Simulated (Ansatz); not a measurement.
LaB₆:
```xyz
7
Lattice="4.1297 0.0000 0.0000 0.0000 4.1297 0.0000 0.0000 0.0000 4.1297" Properties=species:S:1:pos:R:3 pbc="T T T"
La     0.0000     0.0000     0.0000
B      3.3052     2.0649     2.0649
B      0.8245     2.0649     2.0649
B      2.0649     3.3052     2.0649
B      2.0649     0.8245     2.0649
B      2.0649     2.0649     3.3052
B      2.0649     2.0649     0.8245
```

Relaxed with PBEsol. Special points in fractions of this cell's reciprocal vectors: Γ (0.000, 0.000, 0.000); X (0.000, 0.500, 0.000); M (0.500, 0.500, 0.000); R (0.500, 0.500, 0.500).

Question: List the band energies nearest the Fermi level at these points for DFT-PBEsol with spin–orbit coupling in the program Ansatz with PAW potentials.

Answer: In eV from the Fermi level; about four levels below and three above (degenerate sets whole), none deeper than 8.9 eV; points with the same levels are listed once.

```json
[
 {"k": "Γ", "below": "-1.90 -1.90 -1.90 -1.90 -1.88 -1.88", "above": "0.18 0.18 0.19 0.19 0.19 0.19"},
 {"k": "X", "below": "-2.58 -2.58 -1.49 -1.49", "above": "1.48 1.48 1.57 1.57"},
 {"k": "M", "below": "-2.90 -2.90 -2.90 -2.90", "above": "0.99 0.99 1.06 1.06"},
 {"k": "R", "below": "-2.40 -2.40 -2.40 -2.40 -2.40 -2.40", "above": "1.47 1.47 1.69 1.69 1.69 1.69"}
]
```

Space group Pm-3m. The cell was relaxed with PBEsol under the symmetry of its start.

Potentials: the earlier of the program's two PAW sets. The files were generated under PBE; for other functionals the program regenerates the frozen cores, and for LDA and PBEsol the local potential too.
